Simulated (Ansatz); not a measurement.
Total density of states per atom from plane-wave PAW r²SCAN (Ansatz code), in 0.25 eV bins, energy from the Fermi level:

```tsv
E (eV)	states/eV/atom
-7.85	0.00
-7.60	0.00
-7.35	0.00
-7.10	0.00
-6.85	0.01
-6.60	0.06
-6.35	0.17
-6.10	0.49
-5.85	0.45
-5.60	0.54
-5.35	0.43
-5.10	0.54
-4.85	0.41
-4.60	0.23
-4.35	0.15
-4.10	0.16
-3.85	0.23
-3.60	0.39
-3.35	0.50
-3.10	0.44
-2.85	0.46
-2.60	0.49
-2.35	0.49
-2.10	0.60
-1.85	0.64
-1.60	0.63
-1.35	0.63
-1.10	0.64
-0.85	0.68
-0.60	0.66
-0.35	0.51
-0.10	0.46
0.15	0.57
0.40	0.51
0.65	0.31
0.90	0.22
1.15	0.21
1.40	0.26
1.65	0.34
1.90	0.39
2.15	0.49
2.40	0.28
2.65	0.28
2.90	0.44
3.15	0.49
3.40	0.62
3.65	0.74
3.90	0.63
4.15	0.74
4.40	0.74
4.65	0.64
```

**Question.** Which compound is it?
(A) InP, P6_422 (In on 3c, P on 3d)
(B) GaSb, zinc blende
(C) In2Se3, La2O3 or Ni2Al3 type
(D) InSb, NiAs type

**Answer.** D, InSb, NiAs type. Within 0.5 eV of the Fermi level: Sb 5p 66 %, In 5p 17 %, In 5s 12 %. Projections are on Löwdin-orthogonalised atomic valence shells; empty p or d shells of many metals are not among them.

Space group P6_3/mmc (NiAs type). The start of the workflow was typed in or built on a structure type; neither database checked (COD, Materials Project) lists it. It is not the phase usual at ambient conditions (space group No. 216). The cell was relaxed with r²SCAN under the symmetry of its start; whether a distortion lowers the energy is not shown. Scalar-relativistic: spin–orbit coupling is off unless named, which matters more the heavier the elements.

Potentials: the earlier of the program's two PAW sets.
